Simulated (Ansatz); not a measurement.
The elements of this relaxed trial crystal are hidden behind letters.

```
lattice vectors (Å)
   4.4693    0.0000    0.0000
   0.0000    4.4693    0.0000
   0.0000    0.0000   12.6104
fractional positions
X 0.5000 0.5000 0.0000
Z 0.0000 0.0000 0.0000
Z 0.5000 0.5000 0.2575
Z 0.0000 0.0000 0.5000
Z 0.5000 0.5000 0.7425
Q 0.0000 0.0000 0.2523
Q 0.5000 0.5000 0.5000
Q 0.0000 0.0000 0.7477
```

Computed with Ansatz 0.2.0, DFT PBE, scalar-relativistic, plane waves, PAW. Cutoff 420 eV, Γ-centred 8×8×4 mesh (8-atom cell), Gaussian smearing of 0.01 eV, no spin polarisation.

| Property | Result |
| --- | --- |
| Space group | P4/mmm (No. 123) |
| Conventional cell | a = 4.469 Å, c = 12.610 Å |
| Volume per atom | 31.49 Å³ |
| Density | 7.87 g/cm³ |
| Energy over the elements | −0.506 eV/atom |
| Gap on the 8×8×4 mesh of the 8-atom cell | 0.26 eV |

Energies are uncorrected and count from the elements' standard states at the same level.

Task: X is a p-block element of period 5, Z is a p-block element of period 6 and Q is a p-block element of period 4. Which elements are they?

Result: X = Te, Z = Pb, Q = Se, so the formula is TePb4Se3. Density times volume gives a mean mass of 7.87 × 31.49/1.6605 = 149.2 u per atom, and this set has 149.2 u. Around Te lie 6 Pb at 3.16–3.25 Å; Pb on a site of symmetry 4/mmm has 4 Te at 3.16 Å and 2 Se at 3.18 Å; Se on a site of symmetry 4mm has 6 Pb at 3.12–3.18 Å; 3 more sites not described. Other sets within the hints have nearly the same mass, so mass alone doesn't settle it; this one was computed.

These runs have no spin–orbit coupling, which can matter for Pb and Te. Kohn–Sham gaps at this level usually fall short of measured ones. The missing spin–orbit coupling can work the other way here. A structure relaxed within its symmetry needn't be a true minimum.
